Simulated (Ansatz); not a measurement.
PbO:
Space group P4/nmm, origin choice 1 (No. 129); a = b = 3.9842 Å, c = 5.1198 Å, α = β = γ = 90.00°

| atom | site | symmetry | x | y | z |
|---|---|---|---|---|---|
| Pb | 2c | 4mm | 0.5000 | 0.0000 | 0.2314 |
| O | 2a | -4m2 | 0.0000 | 0.0000 | 0.0000 |

Relaxed with r²SCAN+D4. 

**Question.** HSE06 on this cell (Ansatz, an electronic-structure program, PAW) gives a gap of 2.01 eV. What does r²SCAN+D4 give?

**Answer.** 1.64 eV.

Cost on shared cores: the r²SCAN+D4 run (SCF on a 7×7×6 mesh, then bands and DOS) around 60 core-seconds (rough), the HSE06 run (SCF on 5×5×4, then a few points) very roughly 2.7 core-minutes; the tasks are unlike.

The r²SCAN+D4 relaxation kept the symmetry of its start; of distortions, only those at the zone centre were tested. Scalar-relativistic: spin–orbit coupling is off unless named, which matters more the heavier the elements.

Potentials: the later of the program's two PAW sets.

Ansatz is a plane-wave DFT program.
